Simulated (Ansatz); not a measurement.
# Ansatz 0.2.0, relaxation: TiFeSO

The input file (Ansatz 0.2.0, plane waves):

```yaml
crystal:
  lattice:
    - [3.89344024, 0.0, 0.0]
    - [0.0, 3.89344024, 0.0]
    - [0.0, 0.0, 8.80682093]
  atoms:
    - { symbol: Ti, position: [0.75, 0.25, 0.5], spin: 1.0 }
    - { symbol: Ti, position: [0.25, 0.75, 0.5], spin: -1.0 }
    - { symbol: S, position: [0.25, 0.25, 0.3442] }
    - { symbol: S, position: [0.75, 0.75, 0.6558] }
    - { symbol: Fe, position: [0.25, 0.75, 0.0], spin: 4.0 }
    - { symbol: Fe, position: [0.75, 0.25, 0.0], spin: -4.0 }
    - { symbol: O, position: [0.25, 0.25, 0.9256] }
    - { symbol: O, position: [0.75, 0.75, 0.0744] }
kpoints:
  mp_grid: { grid: [6, 6, 3], shift: [0, 0, 0] }
magnetization:
  spin_polarized: true
scf:
  occupations: { method: methfessel_paxton, width: 0.1388 }
  lower_state_search: "off"
hamiltonian:
  pseudopotentials: { kind: paw }
  xc: pbe
  hubbard:
    projectors: all-electron-ortho-atomic
    sites:
      - { species: Fe, l: d, u_eff: 5.94 }
      - { species: Ti, l: d, u_eff: 1.75 }
basis:
  ecutwfc: 420
  fft_grid_basis: typed
relax:
  max_steps: 80
  cell: { p_target: 0.0 }
  f_tol: 0.03
output:
  forces: true
  stress: true
  eigenvalues: true
  bader: true
  populations: true
  elf: true
  write_potential: true
  volumetric_format: npy
  dos:
    e_range: [-12, 8]
    de: 0.05
    projected: { site_lists: { Fe: [Fe], O: [O], S: [S], Ti: [Ti] } }
  write_density: true
checkpoint:
  read: saved_state
```

Run with:

```bash
ansatz run input.yaml --threads 2 --pin off --max-ram 4096MiB --backend cpu --events-out ev --progress --plain --runs-dir out
```

Origin of the cell: a known structure type with other elements, at an estimated volume, so it need not be a known compound.

The saved state is a converged single point of the same cell, with its larger moments on Fe5 up, Fe6 down.

Steps («new basis» is an SCF on plane waves selected anew at the same cell):

```tsv
step	ΔF (meV/atom)	max force component (eV/Å)	P (GPa)	volume (Å³)	SCF iterations	step was
1	0.0	0.453	6.20	133.50	16	accepted
2	-50.2	0.451	0.79	149.43	14	accepted
3	-61.4	0.263	-0.83	154.16	10	accepted
4	-63.4	0.023	1.36	154.49	9	accepted
5	-65.8	0.023	-0.01	155.53	8	accepted
6	-65.9	0.010	-0.04	155.73	9	accepted
7	-65.9	0.001	0.00	155.75	8	accepted
8	-73.6	0.001	0.61	155.75	12	new basis
9	-74.6	0.080	0.12	159.71	10	accepted
10	-74.2	0.111	0.16	166.82	14	accepted
11	-74.5	0.013	-0.05	166.03	7	accepted
12	-74.5	0.003	-0.02	166.13	8	accepted
13	-77.2	0.003	0.05	166.13	11	new basis
14	-77.3	0.015	0.05	168.95	9	accepted
15	-76.8	0.011	0.00	173.08	15	accepted
16	-76.9	0.000	0.00	172.61	15	accepted
17	-78.2	0.000	0.02	172.61	11	new basis
18	-78.0	0.003	0.04	175.00	14	accepted
19	-77.7	0.003	-0.01	176.95	13	accepted
20	-78.4	0.003	0.00	176.95	15	new basis
21	-78.3	0.001	0.01	177.99	13	accepted
22	-78.2	0.002	0.01	179.26	16	accepted
23	-78.5	0.003	0.01	179.26	10	new basis
```

Step 1, with forces in eV/Å:

```xyz
8
Lattice="3.893 0.000 0.000 0.000 3.893 0.000 0.000 0.000 8.807" Properties=species:S:1:pos:R:3:forces:R:3 pbc="T T T" step=1
Ti    2.920    0.973    4.403    0.000    0.000    0.000
Ti    0.973    2.920    4.403    0.000    0.000    0.000
S     0.973    0.973    3.031    0.000    0.000   -0.053
S     2.920    2.920    5.776    0.000    0.000    0.053
Fe    0.973    2.920    0.000    0.000    0.000    0.000
Fe    2.920    0.973    0.000    0.000    0.000    0.000
O     0.973    0.973    8.152    0.000    0.000    0.453
O     2.920    2.920    0.655    0.000    0.000   -0.453
```

Step 2, with forces in eV/Å:

```xyz
8
Lattice="4.021 0.000 0.000 0.000 4.021 0.000 0.000 0.000 9.240" Properties=species:S:1:pos:R:3:forces:R:3 pbc="T T T" step=2
Ti    3.016    1.005    4.620    0.000    0.000    0.000
Ti    1.005    3.016    4.620    0.000    0.000    0.000
S     1.005    1.005    3.318    0.000    0.000   -0.073
S     3.016    3.016    5.922    0.000    0.000    0.073
Fe    1.005    3.016    0.000    0.000    0.000    0.000
Fe    3.016    1.005    0.000    0.000    0.000    0.000
O     1.005    1.005    8.715    0.000    0.000    0.451
O     3.016    3.016    0.526    0.000    0.000   -0.451
```

Step 3, with forces in eV/Å:

```xyz
8
Lattice="4.086 0.000 0.000 0.000 4.086 0.000 0.000 0.000 9.235" Properties=species:S:1:pos:R:3:forces:R:3 pbc="T T T" step=3
Ti    3.064    1.021    4.618    0.000    0.000    0.000
Ti    1.021    3.064    4.618    0.000    0.000    0.000
S     1.021    1.021    3.347    0.000    0.000   -0.046
S     3.064    3.064    5.888    0.000    0.000    0.046
Fe    1.021    3.064    0.000    0.000    0.000    0.000
Fe    3.064    1.021    0.000    0.000    0.000    0.000
O     1.021    1.021    8.846    0.000    0.000    0.263
O     3.064    3.064    0.389    0.000    0.000   -0.263
```

Step 4, with forces in eV/Å:

```xyz
8
Lattice="4.050 0.000 0.000 0.000 4.050 0.000 0.000 0.000 9.420" Properties=species:S:1:pos:R:3:forces:R:3 pbc="T T T" step=4
Ti    3.037    1.012    4.710    0.000    0.000    0.000
Ti    1.012    3.037    4.710    0.000    0.000    0.000
S     1.012    1.012    3.414    0.000    0.000    0.023
S     3.037    3.037    6.007    0.000    0.000   -0.023
Fe    1.012    3.037    0.000    0.000    0.000    0.000
Fe    3.037    1.012    0.000    0.000    0.000    0.000
O     1.012    1.012    9.149    0.000    0.000   -0.019
O     3.037    3.037    0.271    0.000    0.000    0.019
```

Step 5, with forces in eV/Å:

```xyz
8
Lattice="4.086 0.000 0.000 0.000 4.086 0.000 0.000 0.000 9.317" Properties=species:S:1:pos:R:3:forces:R:3 pbc="T T T" step=5
Ti    3.064    1.021    4.659    0.000    0.000    0.000
Ti    1.021    3.064    4.659    0.000    0.000    0.000
S     1.021    1.021    3.383    0.000    0.000    0.009
S     3.064    3.064    5.934    0.000    0.000   -0.009
Fe    1.021    3.064    0.000    0.000    0.000    0.000
Fe    3.064    1.021    0.000    0.000    0.000    0.000
O     1.021    1.021    9.071    0.000    0.000    0.023
O     3.064    3.064    0.246    0.000    0.000   -0.023
```

Step 8, with forces in eV/Å:

```xyz
8
Lattice="4.089 0.000 0.000 0.000 4.089 0.000 0.000 0.000 9.313" Properties=species:S:1:pos:R:3:forces:R:3 pbc="T T T" step=8
Ti    3.067    1.022    4.657    0.000    0.000    0.000
Ti    1.022    3.067    4.657    0.000    0.000    0.000
S     1.022    1.022    3.384    0.000    0.000    0.001
S     3.067    3.067    5.929    0.000    0.000   -0.001
Fe    1.022    3.067    0.000    0.000    0.000    0.000
Fe    3.067    1.022    0.000    0.000    0.000    0.000
O     1.022    1.022    9.093    0.000    0.000    0.001
O     3.067    3.067    0.220    0.000    0.000   -0.001
```

Step 9, with forces in eV/Å:

```xyz
8
Lattice="4.095 0.000 0.000 0.000 4.095 0.000 0.000 0.000 9.524" Properties=species:S:1:pos:R:3:forces:R:3 pbc="T T T" step=9
Ti    3.071    1.024    4.762    0.000    0.000    0.000
Ti    1.024    3.071    4.762    0.000    0.000    0.000
S     1.024    1.024    3.482    0.000    0.000    0.080
S     3.071    3.071    6.041    0.000    0.000   -0.080
Fe    1.024    3.071    0.000    0.000    0.000    0.000
Fe    3.071    1.024    0.000    0.000    0.000    0.000
O     1.024    1.024    9.320    0.000    0.000    0.010
O     3.071    3.071    0.204    0.000    0.000   -0.010
```

Step 10, with forces in eV/Å:

```xyz
8
Lattice="4.104 0.000 0.000 0.000 4.104 0.000 0.000 0.000 9.906" Properties=species:S:1:pos:R:3:forces:R:3 pbc="T T T" step=10
Ti    3.078    1.026    4.953    0.000    0.000    0.000
Ti    1.026    3.078    4.953    0.000    0.000    0.000
S     1.026    1.026    3.694    0.000    0.000   -0.111
S     3.078    3.078    6.212    0.000    0.000    0.111
Fe    1.026    3.078    0.000    0.000    0.000    0.000
Fe    3.078    1.026    0.000    0.000    0.000    0.000
O     1.026    1.026    9.759    0.000    0.000    0.008
O     3.078    3.078    0.147    0.000    0.000   -0.008
```

Step 23, with forces in eV/Å:

```xyz
8
Lattice="4.104 0.000 0.000 0.000 4.104 0.000 0.000 0.000 10.642" Properties=species:S:1:pos:R:3:forces:R:3 pbc="T T T" step=23
Ti    3.078    1.026    5.321    0.000    0.000    0.000
Ti    1.026    3.078    5.321    0.000    0.000    0.000
S     1.026    1.026    4.048    0.000    0.000   -0.003
S     3.078    3.078    6.593    0.000    0.000    0.003
Fe    1.026    3.078    0.000    0.000    0.000    0.000
Fe    3.078    1.026    0.000    0.000    0.000    0.000
O     1.026    1.026   10.575    0.000    0.000    0.001
O     3.078    3.078    0.066    0.000    0.000   -0.001
```

```
Free energy lowered by                                  : 78.5 meV/atom
Volume change                                           : 34.28 %
Final pressure                                          : 0.01 GPa
Relaxation steps listed                                 : 23
Gap on the mesh                                         : none (metal)
Site moments at the end (small spheres, which read low) : Fe5 +3.4, Fe6 -3.4 μB
Total moment                                            : 0.00 μB
```

Caveats: no dispersion correction, so spacings can come out too large where layers or molecules are weakly bound; the magnetic state was chosen at the start cell and may not be the lowest after relaxing; the relaxation held the start's symmetry, so the end may be a saddle point.

It ran for 9.2 min on 2 threads of Arm Neoverse V2, on a shared host, peak memory 0.81 GiB, from a saved density.
